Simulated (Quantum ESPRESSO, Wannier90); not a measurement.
## Wannierisation of TlI (CsCl type)

```
TlI
1.0
    4.23821     0.00000     0.00000
    0.00000     4.23821     0.00000
    0.00000     0.00000     4.23821
Tl I
1 1
Direct
  0.00000   0.00000   0.00000
  0.50000   0.50000   0.50000
```

Structure: Materials Project mp-23197, symmetrised, not relaxed again. COD (Crystallography Open Database) has the formula in 2 space groups, this one among them (matched by group alone). Method: PBEsol plane waves in Quantum ESPRESSO 7.5 (PseudoDojo norm-conserving files, 56 Ry, spinors with spin-orbit coupling), Bloch states on a 6×6×6 mesh through Γ, Wannier90 4.0.1. Density: 8×8×8 mesh, Gaussian smearing 0.01 Ry.

The plane-wave run has 40 bands and 20 electrons a cell. On the energy scale of pw.x, whose zero is arbitrary, the valence-band maximum lies at 4.88 eV.

Input w.win, without the blocks of cell, atoms and k-points (216 lines):

```
num_bands = 28
num_wann = 14
exclude_bands = 1-12
spinors = true
num_iter = 1000
conv_tol = 1.0e-6
conv_window = 4
dis_num_iter = 1000
dis_conv_tol = 1.0e-6
dis_froz_max = 7.17
write_hr = true
write_u_matrices = true
begin projections
f=0.00931,0.00375,0.00620: s;p
f=0.50003,0.48847,0.50249: p
end projections
mp_grid = 7 6 6
```

Problem. Check the input against the numbers above: what is wrong, and how is it mended?

Solution. wannier90.x -pp stops with:
```
Error: Wrong number of lines in block kpoints
```
The product of the three numbers of mp_grid differs from the number of lines in the kpoints block. Mended as below, all else unchanged, the run goes through (Ω_I = 27.9 Å²) and follows the plane-wave bands to 9.1 meV rms (states up to 1.8 eV relative to the valence-band maximum).
```
mp_grid = 6 6 6
```
